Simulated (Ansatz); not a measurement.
Space group R-3m:H (No. 166). a = 4.327 Å, b = 4.327 Å, c = 13.774 Å, α = 90.00°, β = 90.00°, γ = 120.00°
| atom | site | symmetry | x | y | z |
| --- | --- | --- | --- | --- | --- |
| Li | 6c | 3m | 0.6667 | 0.3333 | 0.7373 |
| Li | 3a | -3m | 0.0000 | 0.0000 | 0.0000 |
| Ga | 6c | 3m | 0.0000 | 0.0000 | 0.8013 |

Equation of state of this Li3Ga2 structure (not necessarily the ground state), with shape and atoms relaxed at each volume where symmetry leaves them free. It has no gap at any of these volumes. Computed with Ansatz 0.2.0, DFT r2SCAN, scalar-relativistic, plane waves, PAW.

Settings: cutoff 500 eV, Γ-centred mesh 12×12×12 on the computed 5-atom cell, Gaussian smearing of 0.10 eV; no spin polarisation.

```
V (Å³/atom) E − E(largest V) (meV/atom) P (GPa)
     13.102                        18.07     6.94
     13.548                         1.79     4.79
     13.995                        -8.90     2.94
     14.441                       -14.81     1.36
     14.888                       -16.62    -0.01
     15.335                       -14.92    -1.18
     15.781                       -10.21    -2.17
     16.377                         0.00    -3.27
```

Problem. Fit a third-order Birch–Murnaghan equation to E(V).

Solution. V0 = 14.88 Å³/atom, B0 = 42 GPa, B0' = 4.1.